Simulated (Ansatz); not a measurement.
# zincblende-structured OsTe

Method: r²SCAN, scalar-relativistic; collinear spin; PAW, 500 eV, 10×10×10 k-mesh, Gaussian smearing of 0.05 eV; code Ansatz. The datasets are Ansatz's generated set soft_2.

```yaml
crystal:
  lattice:
    - [0.00000, 2.93002, 2.93002]
    - [2.93002, 0.00000, 2.93002]
    - [2.93002, 2.93002, 0.00000]
  atoms:
    - { symbol: Os, position: [0.00000, 0.00000, 0.00000] }
    - { symbol: Te, position: [0.25000, 0.25000, 0.25000] }
```

The cell came from substitution into a structure type; whether the compound takes it is for experiment to say.

Magnetic state: non-magnetic, site spin moments none.

Path: Γ–X–U | K–Γ–L–W–X, with Γ = (0.000, 0.000, 0.000), X = (-0.500, -0.500, 0.000), U = (-0.375, -0.375, 0.250), K = (-0.375, 0.000, 0.375), L = (0.000, 0.000, 0.500), W = (-0.500, -0.250, 0.250) in reciprocal vectors of the calculation's cell.

Problem. Is it a metal or an insulator, and if it has a gap, where are the band edges on this path?

Solution. A metal: bands cross the Fermi level.

Bands as a text map, energy in eV from the Fermi level (dashes), each leg drawn with the same width, + spin up, o spin down, # both:
```
  2.86 | ##                                             
  2.57 |#                 #  #####  #                   
  2.29 |   #                #        #                  
  2.00 |   #                      #   ###               
  1.71 |                 #  #            ##             
  1.43 |                   #               #            
  1.14 |    #                             # #           
  0.86 |    #           #          #         #####      
  0.57 |     #        ##  #                #      #     
  0.29 |            ##     #                #      #    
  0.00 |------#---########----------#--------#------##--
 -0.29 |     # ###                            ##########
 -0.57 |                 ##                             
 -0.86 |                #            #                  
 -1.14 |      ##     ###              #  #####        ##
 -1.43 |   #### ########  #           #####   ########  
 -1.71 |###    ###      ## ###########   ###############
 -2.00 |  #    ####      ####              ##     ######
 -2.29 |   ####    ######                    #####      
 -2.57 |                                                
 -2.86 |                                                
 -3.14 |                                                
 -3.43 |                                                
 -3.71 |       #                              ##########
 -4.00 |      # ########                     #       ## 
 -4.29 |    ##     ##   ##                 ##       #   
 -4.57 |   #         #    ##        #######        #    
 -4.86 |###           ##  ##########      #       #     
        Γ      X      UK       Γ       L       W       X
```

These numbers lack spin–orbit coupling.
